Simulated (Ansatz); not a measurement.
MoPd (rock salt, Fm-3m) at seven volumes, PBEsol (plane waves, PAW; program Ansatz), scaled uniformly. One row is withheld.

```tsv
V (Å³/atom)	P (GPa)
15.496	?
16.007	13.76
16.518	6.30
17.029	0.00
17.539	-5.31
18.050	-9.78
18.561	-13.53
```

### Question
Fit the shown pressures and predict the withheld one.

### Answer
Third-order Birch–Murnaghan: P = (3/2)B₀(x^(7/2) − x^(5/2))[1 + (3/4)(B′ − 4)(x − 1)] with x = (V₀/V)^(2/3). Least squares on the six rows gives V₀ = 17.028 Å³/atom, B₀ = 192.3 GPa, B′ = 4.71. At V = 15.496, x = 1.0649 and P = 22.65 GPa. The run itself gave 22.60 GPa.

The start of the workflow was typed in or built on a structure type; neither database checked (COD, Materials Project) lists it. Its standing as an ambient phase is unchecked. The PBEsol relaxation kept the symmetry of its start. At this level the phase is mechanically unstable. The run is not spin-polarised. Its formation energy is positive at this level, so the cell may be metastable or incomplete.

Potentials: the earlier of the program's two PAW sets. The files were generated under PBE; for other functionals the program regenerates the frozen cores, and for LDA and PBEsol the local potential too.
